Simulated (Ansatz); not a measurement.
Put Be₃Pd₂S in R-3m (No. 166): Be on 9e; Pd on 6c; S on 3a.

Theory: Ansatz, DFT PBE, scalar-relativistic, plane waves, PAW. Cutoff 420 eV, Γ-centred mesh, Gaussian smearing, no spin polarisation.

Formation energies are uncorrected and refer to the elements' standard structures at the same level.

Problem. Give the relaxed lattice parameters and positions.

Solution.

Space group R-3m:H (No. 166). a = 4.777 Å, b = 4.777 Å, c = 12.706 Å, α = 90.00°, β = 90.00°, γ = 120.00°
```csv
atom,site,symmetry,x,y,z
Be,9e,.2/m,0.5000,0.0000,0.0000
Pd,6c,3m,0.3333,0.6667,0.8568
S,3a,-3m,0.0000,0.0000,0.0000
```

Be is surrounded by 2 Pd at 2.28 Å, 2 S at 2.39 Å and 4 Be at 2.39 Å; Pd has 3 Be at 2.28 Å, 1 S at 2.42 Å and 3 Pd at 2.82 Å; S is surrounded by 6 Be at 2.39 Å and 2 Pd at 2.42 Å. Another local minimum with the same sites may exist.

Problem. And its energy and gap?

Solution. The formation energy is +0.06 eV/atom and the gap on the 12×12×12 mesh of the 6-atom cell is 0 eV (a metal). It can't be a ground state, since the elements alone are lower.

The last run used Gaussian smearing of 0.10 eV. The reference form of S is held partly by dispersion forces, which this level lacks. A structure relaxed within its symmetry needn't be a true minimum.
